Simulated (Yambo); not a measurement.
Yambo run on Ba2MgH6 (space group P-3m1, No. 164). The wavefunctions are LDA (Quantum ESPRESSO, PseudoDojo norm-conserving, 84 Ry, without SOC) ones on a 3×3×4 mesh (18 occupied bands); a = 5.718 Å, b = 5.718 Å, c = 4.538 Å, α = 90.00°, β = 90.00°, γ = 120.00°.

Yambo input:

```
rim_cut
gw0
dyson
el_el_corr
HF_and_locXC
ppa
em1d
RandQpts= 1000000
RandGvec= 1 Ry
EXXRLvcs= 84 Ry
VXCRLvcs= 336 Ry
Chimod= "HARTREE"
% BndsRnXp
 5 | 179 |
%
NGsBlkXp= 1 Ry
% LongDrXp
 1.0 | 1.0 | 1.0 |
%
PPAPntXp= 27.2114 eV
% GbndRnge
 1 | 179 |
%
GTermKind= "BG"
DysSolver= "n"
ExtendOut
% QPkrange
 1 | 1 | 18 | 19 |
 4 | 4 | 18 | 18 |
%
```

k points by index: 1 = Γ, 4 = (0, 0.333, 0).

Table of the .qp output:

```
#    K-point    Band    Eo [eV]    E [eV]    E-Eo [eV]    Vxc [eV]    Vnlxc [eV]    Sc|Eo [eV]    Sc|E [eV]    dSc/dw|Eo [eV]    Re(Z)    Im(Z)
#
    1    18    -0.092675    -0.685327    -0.592652    -10.94051    -13.75244    2.085848    2.219279    -6.125242    0.816258    -0.001458
    1    19    2.604350    3.458739    0.854388    -9.084198    -4.613070    -3.437885    -3.616740    -5.695424    0.826920    -0.001336
    4    18    0.000000    -0.601639    -0.601639    -10.98743    -13.79784    2.073932    2.208774    -6.097539    0.816937    -0.001448
```
(The two width columns are left out.) Convergence of these settings isn't established.

Geometry of the Materials Project entry, not relaxed at this level.

The structure is a Materials Project entry; no match was found in the copy of COD used, and its stability was not checked.
